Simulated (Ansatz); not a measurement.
A crystal relaxed with r2SCAN in Ansatz has space group Imm2 (No. 44) and a = 3.904 Å, b = 11.712 Å, c = 5.522 Å.

```json
{"atom": "P", "site": "4d", "x": "0.0000", "y": "0.3326", "z": "0.0003"}
{"atom": "Ga", "site": "4d", "x": "0.5000", "y": "0.3290", "z": "0.2444"}
{"atom": "Xx", "site": "2a", "x": "0.0000", "y": "0.0000", "z": "0.9992"}
{"atom": "Ga", "site": "2b", "x": "0.5000", "y": "0.0000", "z": "0.2613"}
```

With r2SCAN the valence top lies at Γ and the conduction bottom at S, 1.75 eV higher; the smallest vertical gap, at Γ, is 1.84 eV. The lowest empty level at R lies only 9 meV higher, so the place of the conduction bottom isn't settled. HSE06 gives an indirect gap of 2.15 eV, from Γ to T; the least direct gap is 2.27 eV at Γ. The lowest empty level at X lies only 12 meV higher, so the place of the conduction bottom isn't settled. Meshes: r2SCAN 8×8×8, HSE06 4×4×4.

Question: Which element is Xx?
A. N
B. As
C. Bi
D. Sb

Answer: B. Xx is As: an ordered 6-atom cell of Ga3AsP2 on the zincblende lattice (Imm2). P is surrounded by 4 Ga at 2.36–2.37 Å; Ga is surrounded by 3 P at 2.36–2.37 Å and 1 As at 2.45 Å; As is surrounded by 4 Ga at 2.43–2.45 Å; Ga is surrounded by 2 P at 2.36 Å and 2 As at 2.43 Å.

Simulation only: spin-unpolarised, and no claim that this is the phase found in nature.

Spin-orbit coupling is left out.
